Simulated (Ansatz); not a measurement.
This cell of Cs₂SnI₆ (K2PtCl6 type, space group Fm-3m) is off equilibrium:

```
CELL_PARAMETERS angstrom
      0.00000     6.14224     6.14224
      6.14224     0.00000     6.14224
      6.14224     6.14224     0.00000
ATOMIC_POSITIONS crystal
  Cs 0.25000 0.25000 0.25000
  Cs 0.75000 0.75000 0.75000
  Sn 0.00000 0.00000 0.00000
  I  0.76241 0.23759 0.23759
  I  0.23759 0.76241 0.76241
  I  0.23759 0.76241 0.23759
  I  0.76241 0.23759 0.76241
  I  0.23759 0.23759 0.76241
  I  0.76241 0.76241 0.23759
```

The numbers are results of PBE (plane waves to 420 eV, PAW, scalar-relativistic; Ansatz, an electronic-structure program), not measurements. k mesh 5×5×5 (Γ-centred), Fermi-Dirac smearing 0.05 eV. E stands for the smeared free energy. Stress and pressure are positive under compression. Cs2SnI6 was relaxed with its symmetry unable to fall. Spin-orbit coupling is left out, though I is heavy. The relaxed volume of Cs2SnI6 is well above the measured one; the method has no dispersion term.

### Question
Give the stress tensor in GPa and the pressure.

### Answer
```
   -0.4      0.0      0.0
    0.0     -0.4      0.0
    0.0      0.0     -0.4
```
The pressure, a third of the trace, is -0.4 GPa.

### Question
It is the relaxed cell scaled evenly to V/V₀ = 1.064, atoms relaxed where free. What is its energy relative to the relaxed cell?

### Answer
3 meV/atom.

(Under strain, the slope of the energy per volume gives the stress and its curvature an elastic modulus.)
